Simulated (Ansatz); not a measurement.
## BaSrNb4O12, one structure, two calculations

Cell: a computed structure from the Materials Project (it need not be an observed phase), taken as it stands.

Space group P4/mmm (No. 123); a = 5.7087, c = 8.0711 Å.

| site | Wyckoff | site symmetry | x | y | z |
| --- | --- | --- | --- | --- | --- |
| Ba | 1d | 4/mmm | 0.5000 | 0.5000 | 0.5000 |
| Sr | 1a | 4/mmm | 0.0000 | 0.0000 | 0.0000 |
| Nb | 4i | 2mm. | 0.0000 | 0.5000 | 0.7518 |
| O7 | 8r | ..m | 0.2479 | 0.2479 | 0.7536 |
| O15 | 2e | mmm. | 0.0000 | 0.5000 | 0.5000 |
| O16 | 2f | mmm. | 0.0000 | 0.5000 | 0.0000 |

One atom of each set is listed.

First run. The numbers come from a DFT calculation in Ansatz (PBE, plane waves and PAW, scalar-relativistic, 420 eV cutoff, Γ-centred 4×4×3 k-points, Fermi–Dirac smearing 0.02 eV).

```
site  V_zz (10²¹ V/m²)     η
  Ba              1.30  0.00
  Sr             -0.60  0.00
  Nb              0.69  0.69
  O7             -2.84  0.28
 O15             -2.75  0.39
 O16             -2.86  0.19
```

Second run. The same atoms and settings, except that the cutoff is 350 eV.

**Question.** What does the second run give?

**Answer.** 

```
site   V_zz     η  change of V_zz
  Ba   1.29  0.00           -0.01
  Sr  -0.58  0.00           +0.02
  Nb   0.69  0.68            0.00
  O7  -2.81  0.29           +0.03
 O15  -2.73  0.40           +0.02
 O16  -2.83  0.20           +0.03
```

The largest change of V_zz is on O16, from -2.86 to -2.83. In per cent, |V_zz| changes by -1 on Ba, -3 on Sr, -1 on Nb, -1 on O (all sites that start above 0.5).

At this cell the principal stresses reach 5 GPa in size with PBE, which can matter for small gradients. Without spin–orbit coupling (the program notes it for Ba, Nb and Sr) the gradients are little affected as a rule: paired runs on crystals with a gap mostly move them by under 2 % at such atoms.
